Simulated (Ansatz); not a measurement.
# Au (dhcp): energy against volume

Level of theory: DFT, LDA (PW92), plane waves (420 eV) with PAW, scalar-relativistic in Ansatz. (PAW data from PBE, frozen cores regenerated.)

The cell is scaled uniformly from the relaxed one, with fractional coordinates and shape fixed. Energies are extrapolated to zero smearing, pressures are those at the given smearing. Magnetic state: spin not included.

A Birch-Murnaghan fit gives V₀ = 16.58 Å³/atom, B₀ = 193 GPa, B₀′ = 5.7.

Problem. What are the energy above the minimum and the pressure at 15.250 Å³/atom?

Solution. 77.9 meV/atom and 20.58 GPa as computed.

Problem. What are the energy above the minimum and the pressure at 15.913 Å³/atom?

Solution. 17.9 meV/atom and 8.99 GPa as computed.

Problem. What are the energy above the minimum and the pressure at 18.565 Å³/atom?

Solution. 110.6 meV/atom and -15.67 GPa as computed.
